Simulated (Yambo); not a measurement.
A G0W0@PBEsol run in Yambo for CsH (rock salt, space group Fm-3m, No. 225) (4×4×4 Γ-centred k mesh, 226 bands and a 8 Ry block in the screening, 226 bands in G with the Bruneval-Gonze terminator, plasmon pole fitted at 27.2 eV) gives these matrix elements, in eV, at the band edges (L → L):

```json
[
 {"state": "valence edge", "E0": "0.000", "<Vxc>": "-10.166", "<Σx>": "-13.420", "<Σc(E0)>": "1.256", "Z": "0.798"},
 {"state": "conduction edge", "E0": "2.150", "<Vxc>": "-6.516", "<Σx>": "-2.834", "<Σc(E0)>": "-3.071", "Z": "0.849"}
]
```

Problem. Solve the linearised quasiparticle equation for both states, give the gap, and say how exchange and correlation each act on it.

Solution. E = E0 + Z(Σx + Σc − Vxc). Valence: 0.000 + 0.798 × (-13.420 + (1.256) − (-10.166)) = -1.59 eV. Conduction: 2.150 + 0.849 × (-2.834 + (-3.071) − (-6.516)) = 2.67 eV. The gap is 4.26 eV, against 2.15 eV in PBEsol. Replacing Vxc by bare exchange alone would open it by 6.94 eV; correlation takes back 4.33 eV of that, and Z scales what is left. Nearest settings tried, and what they do to the gap: 138 bands in G: -4 meV; 138 bands in W, 138 bands in G: -37 meV; 1 Ry block (15 vectors against 181): -413 meV. Not varied: mesh. So the settings aren't converged at that level. 

Geometry of the Materials Project entry, not relaxed at this level; primitive cell a = 4.513 Å, b = 4.513 Å, c = 4.513 Å, α = 60.00°, β = 60.00°, γ = 60.00°.
